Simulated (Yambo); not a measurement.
G0W0@PBEsol for CaCd₂P₂ (space group P-3m1, No. 164) in Yambo. Reference settings: 3×3×2 Γ-centred k mesh, bands 19 to 262 and a 6 Ry block in the screening, 262 bands in G with the Bruneval-Gonze terminator, plasmon pole fitted at 27.2 eV. The PBEsol gap Γ → Γ on this mesh is 0.73 eV; G0W0 gaps are taken between the same points.

The settings were changed. The gap went from 1.43 eV to 1.32 eV, and the shift of the valence edge from -0.43 eV to -0.22 eV.

Q: Which change was made?
(A) 180 bands in W, 180 bands in G
(B) 120 bands in G, no terminator
(C) 3×3×1 mesh
(D) 3 Ry block

A: D, 3 Ry block. The others gave (gap, valence shift): 180 bands in W, 180 bands in G: 1.46, -0.30 eV; 120 bands in G, no terminator: 1.37, 0.28 eV; 3×3×1 mesh: 1.35, -0.36 eV.

Spin-orbit coupling is included.

Geometry of the Materials Project entry, not relaxed at this level; primitive cell a = b = 4.292 Å, c = 7.055 Å, α = β = 90.00°, γ = 120.00°.

A shift is the quasiparticle energy of the state minus its PBEsol energy.
